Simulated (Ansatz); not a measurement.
Relaxed WSe₂ (2H-MoS2 type, space group P6_3/mmc):

```
WSe2
1.0
    3.27906     0.00000     0.00000
   -1.63953     2.83975     0.00000
    0.00000     0.00000    12.78607
W Se
2 4
Direct
  0.33333   0.66667   0.25000
  0.66667   0.33333   0.75000
  0.33333   0.66667   0.61827
  0.66667   0.33333   0.11827
  0.66667   0.33333   0.38173
  0.33333   0.66667   0.88173
```

In each cell atom 1 (W, nearest neighbour Se at 2.534 Å; its periodic images, 3.3 Å or more away, move with it) moves by s·(0.000, 0.000, 1.000) (along Cartesian z), the rest being held.

All values below come from PBE-D3(BJ) (plane waves to 420 eV, PAW, scalar-relativistic; Ansatz, a quantum-chemistry and plane-wave program). k mesh 9×9×2 (Γ-centred), Fermi-Dirac smearing 0.05 eV. The energy includes the smearing's −TS. Left out: 2 of 11 points, with atoms too close for the PAW data. As the smearing reaches across the gap at some points, energies and forces of such displacements shift with the k mesh and the smearing. F∥ is the force on the atom along that direction. Spin-orbit coupling is left out, though W is heavy. WSe2 is run without spin polarisation. WSe2 was relaxed with its symmetry unable to fall. ΔE is measured from the undisplaced structure.

Q: Predict the ΔE (meV/cell) and F∥ (eV/Å) at s (Å) = -0.608, -0.456, -0.304, 0.456, 0.608.

A: 
| s (Å) | ΔE (meV/cell) | F∥ (eV/Å) |
|---|---|---|
| -0.608 | 4551 | 12.757 |
| -0.456 | 2759 | 10.702 |
| -0.304 | 1303 | 8.256 |
| 0.456 | 2759 | -10.702 |
| 0.608 | 4551 | -12.757 |

(A displaced cell: forces are minus the slopes of the energy, force constants its curvatures, and phonons follow from these.)
